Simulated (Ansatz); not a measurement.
Br (simple cubic, space group No. 221) under volume change, the program Ansatz at the PBE level (PAW), scaled uniformly.

```tsv
V (Å³/atom)	E − E(relaxed) (meV/atom)	P (GPa)
27.073	27.4	3.62
27.966	?	?
28.858	2.7	0.99
29.751	0.0	0.00
30.643	2.3	-0.80
31.536	8.7	-1.47
32.428	?	?
```

Problem. Some entries are withheld; supply them.

Solution. 
- 32.428, E − E(relaxed) (meV/atom): 18.4
- 32.428, P (GPa): -2.01
- 27.966, E − E(relaxed) (meV/atom): 11.4
- 27.966, P (GPa): 2.18

Problem. What does a third-order Birch–Murnaghan fit give for V₀, B₀ and B′?

Solution. V₀ = 29.76 Å³/atom, B₀ = 29.6 GPa, B′ = 5.5.

Space group Pm-3m (simple cubic). A made-up cell: these elements were put on the sites of a structure type; neither database checked (COD, Materials Project) lists it. It is not the usual solid phase (space group No. 64). Symmetry was held in the PBE relaxation; whether a distortion lowers the energy is not shown. The substance is a gas or liquid at ambient conditions.

Potentials: the later of the program's two PAW sets.
